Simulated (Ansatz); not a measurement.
Input and command of a plane-wave DFT calculation in Ansatz:

```yaml
crystal:
  lattice:
    - [3.07662101, 0.0, 0.0]
    - [-1.53831051, 2.66443195, 0.0]
    - [0.0, 0.0, 15.09808432]
  atoms:
    - { symbol: Si, position: [0.33333333, 0.66666667, 0.83298615] }
    - { symbol: Si, position: [0.66666667, 0.33333333, 0.33298615] }
    - { symbol: Si, position: [0.66666667, 0.33333333, 0.6665006] }
    - { symbol: Si, position: [0.33333333, 0.66666667, 0.1665006] }
    - { symbol: Si, position: [0.0, 0.0, 0.49972942] }
    - { symbol: Si, position: [0.0, 0.0, 0.99972942] }
    - { symbol: C, position: [0.0, 0.0, 0.87436641] }
    - { symbol: C, position: [0.0, 0.0, 0.37436641] }
    - { symbol: C, position: [0.33333333, 0.66666667, 0.70799678] }
    - { symbol: C, position: [0.66666667, 0.33333333, 0.20799678] }
    - { symbol: C, position: [0.66666667, 0.33333333, 0.54152164] }
    - { symbol: C, position: [0.33333333, 0.66666667, 0.04152164] }
basis:
  ecutwfc: 420
kpoints:
  mp_grid: { grid: [6, 6, 2] }
hamiltonian:
  xc: pbe
scf:
  occupations: { method: gaussian, width: 0.1 }
output:
  forces: true
  stress: true
  eigenvalues: true
```

```bash
ansatz run input.yaml --threads 8 --pin off --max-ram 20480MiB --backend cpu --events-out ev --progress --plain --runs-dir out
```

Processor: Intel(R) Xeon(R) Processor @ 2.50GHz (Skylake/Cascade Lake), 8 threads, on a host shared with other jobs.

**Question.** How long does it run, and how much memory does it take?

**Answer.** About 1.7 s on 8 threads of Intel(R) Xeon(R) Processor @ 2.50GHz (Skylake/Cascade Lake), with other jobs on the host, peak memory 0.49 GiB. It solves 36 bands at 14 k points (the mesh reduced by the symmetry that the task leaves, which can be less than the crystal's) with about 2415 plane waves, in 6 SCF iterations.
